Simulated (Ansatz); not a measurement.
HfSi:
```
HfSi
1.0
    6.86299     0.00000     0.00000
    0.00000     3.77487     0.00000
    0.00000     0.00000     5.22621
Hf Si
4 4
Direct
  0.67546   0.25000   0.37396
  0.32454   0.75000   0.62604
  0.82454   0.75000   0.87396
  0.17546   0.25000   0.12604
  0.54302   0.25000   0.86096
  0.45698   0.75000   0.13904
  0.95698   0.75000   0.36096
  0.04302   0.25000   0.63904
```

Relaxed with r²SCAN. Special points in fractions of this cell's reciprocal vectors: Γ (0.000, 0.000, 0.000); X (0.500, 0.000, 0.000); S (0.500, 0.500, 0.000); Y (0.000, 0.500, 0.000); Z (0.000, 0.000, 0.500); U (0.500, 0.000, 0.500); R (0.500, 0.500, 0.500); T (0.000, 0.500, 0.500).

Question: List the band energies nearest the Fermi level at these points for the program Ansatz at the r²SCAN level (PAW).

Answer: In eV from the Fermi level; about four levels below and three above (degenerate sets whole), none deeper than 8.9 eV; points with the same levels are listed once.

| k | below | above |
|---|---|---|
| Γ | -0.86 -0.60 -0.32 -0.23 | 0.36 0.71 0.98 |
| X | -0.97 -0.97 -0.62 -0.62 | 0.07 0.07 1.11 1.11 |
| S | -2.19 -2.19 -2.19 -2.19 | 3.10 3.10 3.10 3.10 |
| Y | -2.24 -2.24 -1.93 -1.93 | 2.23 2.23 2.64 2.64 |
| Z | -1.31 -1.31 -0.30 -0.30 | 0.91 0.91 0.99 0.99 |
| U | -1.31 -1.31 -0.84 -0.84 | 0.58 0.58 1.33 1.33 |
| R | -1.81 -1.81 -1.81 -1.81 | 2.03 2.03 2.03 2.03 |
| T | -0.57 -0.57 -0.04 -0.04 | 0.91 0.91 3.26 3.26 |

Space group Pnma. The first step of the workflow began from a Materials Project structure, measured or hypothetical; the Crystallography Open Database files this formula in space group No. 62, but the cells were not matched. Whether it is the stable phase at ambient conditions was not checked. Symmetry was held in the r²SCAN relaxation; its stability against distortions is not shown here. No spin polarisation was allowed. Scalar-relativistic: spin–orbit coupling is off unless named, which matters more the heavier the elements.

Potentials: the earlier of the program's two PAW sets.
